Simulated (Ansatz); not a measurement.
CdTe (zinc blende)

```yaml
crystal:
  lattice:
    - [0.00000, 3.24460, 3.24460]
    - [3.24460, 0.00000, 3.24460]
    - [3.24460, 3.24460, 0.00000]
  atoms:
    - { symbol: Te, position: [0.75000, 0.75000, 0.75000] }
    - { symbol: Cd, position: [0.00000, 0.00000, 0.00000] }
```

The slice is a {100} plane (indices of the conventional cell) through the point (0.000, 0.000, 0.000) (fractional), spanned by u = [100] and v = [0 1 -1] in vectors of this cell: u (4.59 Å) and v (4.59 Å, at 90° to u). It covers one period; positions are fractions (u, v).

Level of theory: PBEsol (plane waves to 420 eV, PAW, scalar-relativistic; Ansatz, a program for electronic structure). k mesh 9×9×9. These are valence fields of a PAW run, semicore shells included where kept as valence: close to a nucleus they are smooth pseudo fields. CdTe was relaxed with its symmetry unable to fall. Spin-orbit coupling is left out, though Te is heavy.

### Question
Sketch the electrostatic potential energy of an electron, from the cell's mean on this plane as a map.

### Answer
```
v \ u   0.00   0.12   0.25  0.38  0.50  0.62   0.75   0.88
-----  -----  -----  -----  ----  ----  ----  -----  -----
0.94       x      x   -2.4   2.9   3.2   2.9   -2.4      x
0.84       x      x    0.7   3.6   3.8   3.6    0.7      x
0.75   <-3.0   -0.4    3.1   4.3   4.5   4.3    3.1   -0.3
0.66     2.2    3.0    4.2   4.7   4.8   4.7    4.2    3.0
0.56     3.0    3.6    4.4   4.9   5.0   4.9    4.4    3.6
0.47     3.0    3.6    4.5   4.9   5.0   4.9    4.5    3.6
0.38     2.7    3.3    4.3   4.8   4.9   4.8    4.3    3.3
0.28    -0.4    1.3    3.6   4.5   4.6   4.5    3.6    1.3
0.19       x  <-3.0    1.6   3.9   4.1   3.9    1.6  <-3.0
0.09       x      x   -1.4   3.1   3.3   3.1   -1.4      x
0.00       x      x  <-3.0   2.7   3.0   2.7  <-3.0      x
```

Values: electrostatic potential energy of an electron, from the cell's mean, in eV. Points within 1 Å of a nucleus are blanked (x), as the pseudised field means little there. Values under -3 eV are set to -3. The zero, the cell's mean, hangs on the PAW cores.
